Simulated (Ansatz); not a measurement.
YbTl$_{3}$: constraining the magnetisation

The cell (4 atoms) is YbTl$_{3}$ as an experimental structure (space group Pm-3m). Source: COD entry 1527560; it may be a high-temperature, high-pressure or metastable form.

```
Tl Yb
1.0
     4.61300    0.00000    0.00000
     0.00000    4.61300    0.00000
     0.00000    0.00000    4.61300
Tl Yb
3 1
Direct
  0.00000 0.50000 0.50000
  0.50000 0.00000 0.50000
  0.50000 0.50000 0.00000
  0.00000 0.00000 0.00000
```

Numbers behind element symbols give the atom's place in this list.

These are results of DFT, PBEsol, PAW, plane waves, scalar-relativistic in Ansatz, not measurements.

* Plane-wave cutoff: 420 eV
* k-point mesh: 6×6×6 (Γ-centred)
* Occupations: Fermi–Dirac smearing, 0.05 eV

Moments by site are taken inside atomic spheres; the rest lies between them.

Spin–orbit coupling is left out, so orbital moments of the f shell are missing. A semilocal functional without U tends to delocalise d and f electrons. The cell's symmetry can hold the f shell in a filling that isn't the lowest.

The total moment of the cell is held fixed (separate Fermi levels for the two spins), shared at the start among the Yb atoms with one sign; no search for lower states follows. F is the free energy per cell, and F(lowest) that of the lowest run, the runs with a free moment included. A row is the solution that its start led to, not a proven minimum at that M. The run at M = 0 starts without moments and gives the spin-unpolarised solution. The cell holds one magnetic atom, so only parallel order fits; orders in a larger cell may lie lower. The program warns that the SCF threshold is loose for stress, so pressures can be off by 0.1 GPa or more.

The run at M = 0.50 μB took 4.4 s on 2 threads of x86-64 server CPU (shared host), peak memory 0.51 GiB.

```csv
fixed M (μB/cell),F − F(lowest) (meV/cell),moments of Yb4 (μB),pressure (GPa)
0.00,0,0.00,3.2
0.13,2,0.08,3.2
0.25,7,0.13,3.2
0.38,19,0.19,3.2
0.50,35,0.23,3.2
0.63,59,0.27,3.4
0.75,85,0.31,3.5
0.88,122,0.34,3.5
1.00,170,0.37,3.6
```

The lowest fixed-moment run is the one at M = 0.00 μB (0 meV). With the constraint released: “usual moment scaled by 0.1, free total moment [Yb4 0.10 μB]” ends at 0.00 μB, 0 meV; “usual moment, free total moment [Yb4 1.00 μB]” ends at 0.00 μB, 0 meV.
